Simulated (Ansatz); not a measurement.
WC: from a starting cell to a relaxed one

The start is a generated cell, WC built in the NiAs structure type. The structure is fully relaxed (lattice and positions, P = 0) with PBEsol (plane waves to 420 eV, PAW, scalar-relativistic; Ansatz, a program for electronic structure). The first steps use a coarse 7×7×4 k-mesh.

Input geometry:
```yaml
crystal:
  lattice:
    - [4.11020, 0.00000, 0.00000]
    - [-2.05510, 3.55954, 0.00000]
    - [0.00000, 0.00000, 5.72862]
  atoms:
    - { symbol: W, position: [0.00000, 0.00000, 0.00000] }
    - { symbol: W, position: [0.00000, 0.00000, 0.50000] }
    - { symbol: C, position: [0.33333, 0.66667, 0.25000] }
    - { symbol: C, position: [0.66667, 0.33333, 0.75000] }
```

**Question.** How large is the pressure on the unrelaxed cell, and of which sign?

**Answer.** -49 GPa (negative: the cell is under tension).

**Question.** How does the volume change?

**Answer.** -50.6 %, from 20.95 to 10.36 Å³/atom.

**Question.** Is the relaxed structure metallic? Give its gap.

**Answer.** Zero (metallic).

**Question.** Give the final cell and atomic positions.

**Answer.** 
Space group P6₃/mmc (No. 194); a = 2.893 Å, b = 2.893 Å, c = 5.717 Å, α = 90.00°, β = 90.00°, γ = 120.00°

| atom | site | symmetry | x | y | z |
|---|---|---|---|---|---|
| W | 2a | -3m. | 0.0000 | 0.0000 | 0.0000 |
| C | 2c | -6m2 | 0.3333 | 0.6667 | 0.2500 |

The space group stays P6₃/mmc (No. 194) (the run could not lower it); the end is NiAs type, with 4 atoms in the primitive cell. Final values are on a 18×18×8 k-mesh of the relaxed cell. No spin polarisation in the result.

The run could not lose the symmetry of its start: the end is stationary, and may be a saddle point rather than a minimum.

All atoms sit on sites fixed by symmetry, so only the cell could relax.

The relaxed structure here is a generated cell of WC: the first start was made by placing the elements on the sites of a structure type, and the end was not matched to a known phase here, so it may be hypothetical. Known forms of WC include space group No. 187.
